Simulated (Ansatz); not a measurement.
**LiBr$_{4}$: reading a single point**

```
Br Li
1.0
    -4.33619    4.33619    3.91014
     4.33619   -4.33619    3.91014
     4.33619    4.33619   -3.91014
Br Li
8 2
Direct
  0.36100 0.80400 0.55700
  0.80400 0.74700 0.44300
  0.74700 0.80400 0.94300
  0.80400 0.36100 0.05700
  0.63900 0.19600 0.44300
  0.19600 0.63900 0.94300
  0.25300 0.19600 0.05700
  0.19600 0.25300 0.55700
  0.12500 0.87500 0.25000
  0.87500 0.12500 0.75000
```

Level: PBEsol, no spin polarisation; 420 eV; 6×6×6 Γ-centred mesh; fermi-dirac occupations (width 0.1 eV); Ansatz 0.2.0, fixed geometry.

**Contacts.** Br–Li at 2.72 Å: least valence density 0.07 e/Å³ and ELF 0.02 there. These are pseudo-fields; inside the PAW spheres they differ from the all-electron ones.
**Electronic structure.** It is a metal, with about 21 states/eV a cell as the mean within 0.25 eV of the Fermi level, mostly Br p (100 %).
**Charges.** Bader charges in e: Li +0.90, Br -0.22. In the mean Li gives up most and Br takes most.
**Stress.** The pressure is -3.0 GPa (compression positive), so with the atoms held at these fractions the cell would first shrink. The principal stresses -6.0, -1.4, -1.4 GPa differ, so its shape would change too.

Origin: a known structure type with other elements, at an estimated volume, so it need not be a known compound. Caveats: many states at the Fermi level without spin polarisation, so a magnetic state may lie lower.
